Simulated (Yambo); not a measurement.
Yambo run on AgBr (rock salt, space group Fm-3m, No. 225). The wavefunctions come from this Quantum ESPRESSO step (PBEsol, PseudoDojo standard norm-conserving files, fully relativistic):

```
&CONTROL
  calculation = 'nscf'
  pseudo_dir = './pseudo'
  outdir = './out'
/
&SYSTEM
  ibrav = 0
  nat = 2
  ntyp = 2
  ecutwfc = 82.0
  ecutrho = 328.0
  occupations = 'fixed'
  force_symmorphic = .true.
  nbnd = 188
  noncolin = .true.
  lspinorb = .true.
/
&ELECTRONS
  conv_thr = 2e-09
  diago_full_acc = .true.
  diago_thr_init = 1e-08
/
ATOMIC_SPECIES
Br 79.9040 Br.upf
Ag 107.8682 Ag.upf
CELL_PARAMETERS angstrom
  0.000000000000   2.837455215000   2.837455215000
  2.837455215000   0.000000000000   2.837455215000
  2.837455215000   2.837455215000   0.000000000000
ATOMIC_POSITIONS crystal
Br   0.500000000000   0.500000000000   0.500000000000
Ag   0.000000000000   0.000000000000   0.000000000000
K_POINTS automatic
4 4 4 0 0 0
```

Yambo input:

```
rim_cut
gw0
dyson
el_el_corr
HF_and_locXC
ppa
em1d
RandQpts= 1000000
RandGvec= 1 Ry
EXXRLvcs= 82 Ry
VXCRLvcs= 328 Ry
Chimod= "HARTREE"
% BndsRnXp
 9 | 184 |
%
NGsBlkXp= 8 Ry
% LongDrXp
 1.0 | 1.0 | 1.0 |
%
PPAPntXp= 27.2114 eV
% GbndRnge
 1 | 184 |
%
GTermKind= "BG"
DysSolver= "n"
ExtendOut
% QPkrange
 1 | 1 | 24 | 28 |
 3 | 3 | 26 | 27 |
 7 | 7 | 26 | 27 |
 8 | 8 | 26 | 27 |
%
```

k points by index: 1 = Γ, 3 = L, 7 = X, 8 = W.

The o-*.qp file then holds:

```
#    K-point    Band    Eo [eV]    E [eV]    E-Eo [eV]    Vxc [eV]    Vnlxc [eV]    Sc|Eo [eV]    Sc|E [eV]    dSc/dw|Eo [eV]    Re(Z)    Im(Z)
#
    1    24    -1.975212    -2.833063    -0.857851    -13.15186    -16.54080    2.317134    2.531094    -6.785540    0.800402    -0.002034
    1    25    -1.975212    -2.834854    -0.859641    -13.15186    -16.54072    2.314814    2.529224    -6.785646    0.800400    -0.002034
    1    26    -1.975212    -2.832131    -0.856919    -13.15186    -16.54077    2.318261    2.531990    -6.785568    0.800401    -0.002034
    1    27    0.414742    0.841695    0.426953    -10.98865    -6.784934    -3.687117    -3.776759    -5.712128    0.826502    -0.001084
    1    28    0.414742    0.841695    0.426953    -10.98865    -6.784934    -3.687117    -3.776759    -5.712128    0.826502    -0.001084
    3    26    0.000000    -0.825781    -0.825781    -19.50062    -23.67605    3.145246    3.349646    -6.734591    0.801607    -0.001205
    3    27    3.357978    3.657210    0.299232    -9.242509    -5.003409    -3.879399    -3.939868    -5.496594    0.831947    -0.001386
    7    26    -2.295449    -3.387352    -1.091903    -24.15964    -30.95528    5.383760    5.703745    -7.961977    0.773535    -0.008827
    7    27    1.310738    1.841906    0.531169    -11.50174    -6.969321    -3.888410    -4.001254    -5.779968    0.824802    -0.001094
    8    26    -1.720589    -2.595892    -0.875303    -20.02687    -24.84727    3.715227    3.945093    -7.145028    0.792030    -0.001274
    8    27    3.665135    4.204838    0.539702    -13.47043    -8.977152    -3.831815    -3.953573    -6.138146    0.815944    -0.888832E-3
```
(The two width columns are left out.) Convergence of these settings isn't established.

Geometry relaxed with PBEsol.
